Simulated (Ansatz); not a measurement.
### Question
C in space group I4_1/amd (No. 141; C on 8e) is relaxed with the program Ansatz at the PBE level (PAW). What lattice parameters of the conventional cell result?

### Answer
a = 2.538 Å, c = 8.654 Å.

### Question
Give the free coordinates with the occupied sites.

### Answer
In one choice of origin and axes:

```
atom  site  symmetry       x       y       z
----  ----  --------  ------  ------  ------
C       8e      2mm.  0.0000  0.0000  0.4138
```

### Question
Is it a metal or does it have a gap at this level?

### Answer
No gap at this level.

The start of the workflow was typed in or built on a structure type; the Crystallography Open Database files this formula in space group No. 141, but the cells were not matched. It is not the phase usual at ambient conditions (space group No. 194, 227). Symmetry was held in the PBE relaxation; its stability against distortions is not shown here.

Potentials: the earlier of the program's two PAW sets.
